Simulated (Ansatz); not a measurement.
Method: Ansatz 0.2.0, DFT PBE, scalar-relativistic, plane waves, PAW. Cutoff 420 eV, Γ-centred meshes of about 0.25 Å⁻¹ or finer for metals and 0.3 Å⁻¹ for insulators (2π included), Gaussian smearing. No spin polarisation.

These are static total energies at zero pressure.

Two relaxed structures of Zr3S2:

A.

```
CELL_PARAMETERS angstrom
7.15263 0.00000 0.00000
0.00000 7.15263 0.00000
0.00000 0.00000 3.47017
ATOMIC_POSITIONS crystal
Zr 0.34233 0.15767 0.50000
Zr 0.65767 0.84233 0.50000
Zr 0.84233 0.34233 0.50000
Zr 0.15767 0.65767 0.50000
Zr 0.00000 0.00000 0.00000
Zr 0.50000 0.50000 0.00000
S 0.14855 0.35145 0.00000
S 0.85145 0.64855 0.00000
S 0.35145 0.85145 0.00000
S 0.64855 0.14855 0.00000
```

B.

```
CELL_PARAMETERS angstrom
3.59084 0.00000 0.00000
-1.79542 3.10976 0.00000
0.00000 0.00000 8.69919
ATOMIC_POSITIONS crystal
Zr 0.00000 0.00000 0.00000
Zr 0.66667 0.33333 0.34925
Zr 0.33333 0.66667 0.65075
S 0.66667 0.33333 0.82045
S 0.33333 0.66667 0.17955
```

Problem. Which form is favoured at zero pressure, and by what margin per atom?

Solution. A is lower, by 38 meV/atom. A has space group P4/mbm (No. 127), 17.8 Å³/atom and no gap on its mesh; B has space group P-3m1 (No. 164), 19.4 Å³/atom and no gap. Counting S atoms around Zr (those within 1.25 times the shortest such distance or 1.15 times the sum of covalent radii; a slash parts the counts of unlike sites), A has Zr 4/6 and B has Zr 3/6. The denser one is the lower, and pressure would at first widen the difference. In A, around Zr on a site of symmetry m2m lie 2 S at 2.62 Å, 4 S at 2.80 Å and 5 Zr at 3.19–3.21 Å; around Zr on a site of symmetry 4/m lie 4 S at 2.73 Å, 8 Zr at 3.21 Å and 2 Zr at 3.47 Å; S has 8 Zr at 2.62–2.80 Å and 1 S at 3.01 Å. In B, Zr on a site of symmetry -3m is surrounded by 6 S at 2.60 Å; Zr on a site of symmetry 3m has 3 S at 2.55 Å; around S lie 6 Zr at 2.55–2.60 Å. Both come from trial cells of a structure search, whose lowest cell (I4/mmm, 19.5 Å³/atom) lies 73 meV/atom below the lower of the two.

Trial moments fell under 0.15 μB along the way in P4/mbm and P-3m1; another start might hold them. With atoms moved at random, A came back. B had no clear such test and can be a saddle point. Some candidate types were left out of the draw beforehand, so a known form may be missing.
